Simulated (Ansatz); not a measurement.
In PBEsol in the plane-wave PAW code Ansatz, CoPtAu in the trigonal phase (P3m1; Co on 1a, Pt on 1b, Au on 1c) relaxes to a = 2.749 Å, c = 6.613 Å. Co has 12 nearest neighbours from 2.56 Å (cuboctahedral); Au has 12 nearest neighbours from 2.67 Å (cuboctahedral). Against the elements it lies at 0.099 eV/atom, with no fitted shifts.

Electronic character: metallic (no gap). The magnetic state found is ferromagnetic. The net moment is 0.71 μB per atom.

The start of the workflow was typed in or built on a structure type; neither database checked (COD, Materials Project) lists it. Whether it is the stable phase at ambient conditions was not checked. The cell was relaxed with PBEsol under the symmetry of its start; whether a distortion lowers the energy is not shown. The final state is ferromagnetic, the only order run, not a proven ground state. Axis ratios of metals converge slowly with the k-mesh, so a and c are less sure than the volume. The references are the lowest solids computed at this level, not always the standard phases. Spin–orbit coupling is left out wherever it is not named.

Potentials: the earlier of the program's two PAW sets. The files were generated under PBE; for other functionals the program regenerates the frozen cores, and for LDA and PBEsol the local potential too.
